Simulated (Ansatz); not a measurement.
**KZnPF: settings compared (Ansatz)**

Run with:

```bash
ansatz run input.yaml --threads 1 --pin off --max-ram 2560MiB --backend cpu --events-out ev --progress --plain --runs-dir out
```

The input file (Ansatz 0.2.0, plane waves):

```yaml
crystal:
  lattice:
    - [4.148733, 0.0, 0.0]
    - [0.0, 4.148733, 0.0]
    - [0.0, 0.0, 9.44012]
  atoms:
    - { symbol: K, position: [0.25, 0.25, 0.33177] }
    - { symbol: K, position: [0.75, 0.75, 0.66823] }
    - { symbol: Zn, position: [0.25, 0.75, 0.0] }
    - { symbol: Zn, position: [0.75, 0.25, 0.0] }
    - { symbol: P, position: [0.75, 0.75, 0.1491] }
    - { symbol: P, position: [0.25, 0.25, 0.8509] }
    - { symbol: F, position: [0.25, 0.75, 0.5] }
    - { symbol: F, position: [0.75, 0.25, 0.5] }
  symmetry: { tolerance: 0.0003 }
kpoints:
  mp_grid: { grid: [4, 4, 2], shift: [0, 0, 0] }
magnetization:
  spin_polarized: false
scf:
  occupations: { method: fermi_dirac }
hamiltonian:
  pseudopotentials: { kind: paw }
  xc: r2scan
basis:
  ecutwfc: 500
output:
  forces: true
  stress: true
  eigenvalues: true
  write_density: true
  write_potential: true
  elf: true
  volumetric_format: npy
relax:
  max_steps: 40
  cell: {}
```

Origin of the cell: a known structure type with other elements, at an estimated volume, so it need not be a known compound.

The smearing width isn't typed, so it takes its default of 0.1 eV.

Output of this run (shortened):

```
Pseudopotentials: kind: paw
Pseudopotential: K, paw, valence charge 9, recommended cutoff 500 eV (meta_gga), K.paw.azcp
Pseudopotential: Zn, paw, valence charge 12, recommended cutoff 500 eV (meta_gga), Zn.paw.azcp
Pseudopotential: P, paw, valence charge 5, recommended cutoff 500 eV (meta_gga), P.paw.azcp
Pseudopotential: F, paw, valence charge 7, recommended cutoff 500 eV (meta_gga), F.paw.azcp
Functional definition: r2SCAN
  exchange = r2scan_x(k0 = k0, k1 = k1, a1 = a1)
  correlation = r2scan_c
Crystal: 8 atoms, lattice volume = 162.483 Å³
Basis set: ecut = 500 eV, 4131 PW (Γ), exchange–correlation on 128×128×288 points (64 copies of the dense FFT grid, shifted against one another)
Bands: 41, of which v1, the nominal top of the filled ones, is band 33 counted from 1 (32 counted from 0)
[… 15 lines left out …]
Initial density: superposition of atomic densities (neutral atoms: chi_scale 0, normalization atom), corrected by the library's trained network
Functional: x = r2scan, c = r2scan; τ floored in thin density (d = 2e-4 eV/Å³)
SCF iter   1: F=—  HF=-12876.979512 eV  Δρ=2.38e-2  dr2=1.93e0  dr2_τ=1.31e-1  defer=9
SCF iter   2: F=—  HF=-12879.964798 eV  Δρ=1.07e-1  dr2=3.82e1  dr2_τ=9.93e-1  defer=19  recentre
SCF iter   3: F=—  HF=-12876.914437 eV  Δρ=1.79e-2  dr2=1.32e0  dr2_τ=1.42e-2  defer=14
SCF iter   4: F=—  HF=-12876.808961 eV  Δρ=2.15e-3  dr2=2.50e-2  dr2_τ=3.47e-4  defer=14
SCF iter   5: F=—  HF=-12876.811791 eV  Δρ=5.35e-3  dr2=1.13e-1  dr2_τ=1.95e-3  defer=20
[… 2 lines left out …]
SCF iter   8: F=—  HF=-12876.807557 eV  Δρ=1.49e-4  dr2=1.05e-4  dr2_τ=6.60e-7  defer=20
SCF iter   9: F=—  HF=-12876.807559 eV  Δρ=9.54e-5  dr2=3.48e-5  dr2_τ=5.42e-7  defer=20
SCF iter  10: F=—  HF=-12876.807685 eV  Δρ=2.27e-5  dr2=1.88e-6  dr2_τ=4.93e-8  defer=20
SCF iter  11: F=—  HF=-12876.807684 eV  Δρ=1.02e-5  dr2=4.10e-7  dr2_τ=4.73e-9  defer=20
SCF iter  12: F=-12876.807684 eV  HF=-12876.807684 eV  Δρ=2.19e-6  dr2=1.81e-8  dr2_τ=2.39e-10
relax step   1: F+E_penalty+E_count = -12876.807684 eV  Δ(F+E_penalty+E_count) = +0.000e0 eV  max|allowed force component| = 1.367e0 eV/Å  Δτ_max = 0.0000 Å  P = -3.078 GPa  Ω = 162.483 Å³  ( […]
relax step   2: F+E_penalty+E_count = -12877.316217 eV  Δ(F+E_penalty+E_count) = -5.085e-1 eV  max|allowed force component| = 6.055e-1 eV/Å  Δτ_max = 0.1949 Å  P = -0.999 GPa  Ω = 161.438 Å³ […]
relax step   3: F+E_penalty+E_count = -12877.432694 eV  Δ(F+E_penalty+E_count) = -1.165e-1 eV  max|allowed force component| = 1.516e-1 eV/Å  Δτ_max = 0.1842 Å  P = +0.695 GPa  Ω = 166.670 Å³ […]
relax step   4: F+E_penalty+E_count = -12877.444263 eV  Δ(F+E_penalty+E_count) = -1.157e-2 eV  max|allowed force component| = 3.724e-3 eV/Å  Δτ_max = 0.0253 Å  P = -0.018 GPa  Ω = 170.894 Å³ […]
relax step   5: F+E_penalty+E_count = -12877.448854 eV  Δ(F+E_penalty+E_count) = -4.591e-3 eV  max|allowed force component| = 1.530e-2 eV/Å  Δτ_max = 0.0197 Å  P = -0.109 GPa  Ω = 173.388 Å³ […]
relax step   6: F+E_penalty+E_count = -12877.453399 eV  Δ(F+E_penalty+E_count) = -4.545e-3 eV  max|allowed force component| = 2.091e-2 eV/Å  Δτ_max = 0.0308 Å  P = -0.074 GPa  Ω = 177.264 Å³ […]
relax step   7: F+E_penalty+E_count = -12877.453769 eV  Δ(F+E_penalty+E_count) = -3.707e-4 eV  max|allowed force component| = 4.184e-3 eV/Å  Δτ_max = 0.0053 Å  P = -0.041 GPa  Ω = 176.769 Å³ […]
relax step   8: F+E_penalty+E_count = -12877.457473 eV  Δ(F+E_penalty+E_count) = -3.704e-3 eV  max|allowed force component| = 4.443e-3 eV/Å  Δτ_max = 0.0000 Å  P = -0.033 GPa  Ω = 176.769 Å³  stress off target by 4.62e-2 GPa […]
SCF 8 converged in 7 iterations: F = -12877.457473 eV  dr2 = 3.17e-11
basis re-selected at this cell: Δ(F+E_penalty+E_count) = -3.704e-3 eV, ΔP = +0.009 GPa vs the last step (what re-selecting the basis moved, of the pressure what is left beyond the Pulay corre […]
SCF converged after 7 iterations
Free energy (F): -12877.457473 eV
Harris-Foulkes:  -12877.457473 eV  (|F-HF|=2.55e-11)
Internal energy: -12877.327260 eV  (E = F + TS)
E sigma→0 (E₀):  -12877.392367 eV
Entropy (-TS):   -0.130213 eV (-16.277 meV/atom)
Fermi energy:    2.787923 eV
--- Per-component energies (eV) ---
  E_band       = -347.421619
  E_kinetic    = 1323.882556
  E_local      = -7400.273190  (includes V_loc(G=0)·N_el)
  E_nonlocal   = 1467.794401
  E_hartree    = 3033.810371
  E_xc         = -790.885370
  E_vxc        = -843.337270  (∫ρ·V_xc dr)
  E_paw        = -6827.307715  (= ΣΔE_a)
  E_vpaw       = -1015.226028  (= ΣTr[D̂ρ^β])
  E_aug_tail   = 0.002002  (compensation charges beyond the density's cutoff)
  E_vtau       = 52.115445  (kinetic-family band-sum trace: ∫τ·v_τ [+ j·A + Jᵃ·Aᵃ] dr)
  E_ewald      = -3683.348240
  E_core_change = -1.002075  (= ΣΔE_core)
  E_smearing   = -0.130213  (= −TS)
  Σ components = -12877.457473   (vs F -12877.457473, Δ=0.00e0)
--- Forces (eV/Å), atoms counted from 1 ---
  atom   1  K      0.000000     0.000000     0.001377
  atom   2  K     -0.000000    -0.000000    -0.001377
  atom   3  Zn    -0.000000     0.000000    -0.000000
  atom   4  Zn     0.000000    -0.000000     0.000000
  atom   5  P     -0.000000    -0.000000    -0.004443
  atom   6  P      0.000000     0.000000     0.004443
  atom   7  F     -0.000000     0.000000    -0.000000
  atom   8  F      0.000000    -0.000000     0.000000
  max |Σ_I F_I| component: 0.0 eV/Å
--- Stress (GPa, compression-positive) ---
       -0.046198      -0.000000       0.000000
       -0.000000      -0.046198      -0.000000
        0.000000      -0.000000      -0.005210
  P = ⅓ Tr σ = -0.0325 GPa (-0.325 kbar)
--- Relaxed structure (7 steps of the walk, 7 accepted, 1 SCFs on fresh bases) ---
  F+E_penalty+E_count = -12877.457473 eV   max|allowed force component| = 4.443e-3 eV/Å   (the final SCF, on the basis selected at the relaxed cell)
  cell:  # Å, volume = 176.7687 Å³
    - [4.132581, 0.0, 0.0]
    - [0.0, 4.132581, 0.0]
    - [0.0, 0.0, 10.350528]
  atoms:
    - { symbol: K, position: [0.25, 0.25, 0.374057] }
    - { symbol: K, position: [0.750000, 0.750000, 0.625943] }
    - { symbol: Zn, position: [0.25, 0.750000, -1.378e-19] }
    - { symbol: Zn, position: [0.750000, 0.25, -1.378e-19] }
    - { symbol: P, position: [0.750000, 0.750000, 0.124936] }
    - { symbol: P, position: [0.25, 0.25, 0.875064] }
    - { symbol: F, position: [0.25, 0.750000, 0.5] }
    - { symbol: F, position: [0.750000, 0.25, 0.5] }
```

The same input was run again with these changes:

1. `scf.occupations.method` fermi_dirac → tetrahedron; `basis.ecutwfc` 500 → "44.1 Ry"; `scf.lower_state_search` default → light
2. `scf.eigensolver.kind` default → davidson; `basis.ecutrho_ratio` default → 8
3. `hamiltonian.xc` r2scan → revpbe; `hamiltonian.pseudopotentials` { kind: paw } → { kind: nc }
4. `scf.max_iter` default → 1

```
 run                       end  SCF iterations  volume (Å³/atom)  max force component (eV/Å)  moment (μB)  ΔE(σ→0) (meV/atom)
base                 converged              66             22.10                       0.004            –                   0
   1                 converged             114             22.20                       0.005            –                1.02
   2                 converged              73             22.10                       0.004            –               -0.04
   3  relaxation steps ran out             276                 –                           –            –                   –
   4         SCF not converged               1                 –                           –            –                   –
```

Energies are compared only where functional, datasets, charge and starting cell are the same.

Caveats of the base run: no spin, though holes on the anions or broken bonds may carry moments; the k mesh is coarse if the cell is a metal; the relaxation held the start's symmetry, so the end may be a saddle point.

Run 1: forces and stress under tetrahedra may miss the slope of the energy.

The base run took 110 s on 1 thread of Intel(R) Xeon(R) Platinum 8488C (Sapphire Rapids), on a shared host, peak memory 0.88 GiB, from the program's own first density.
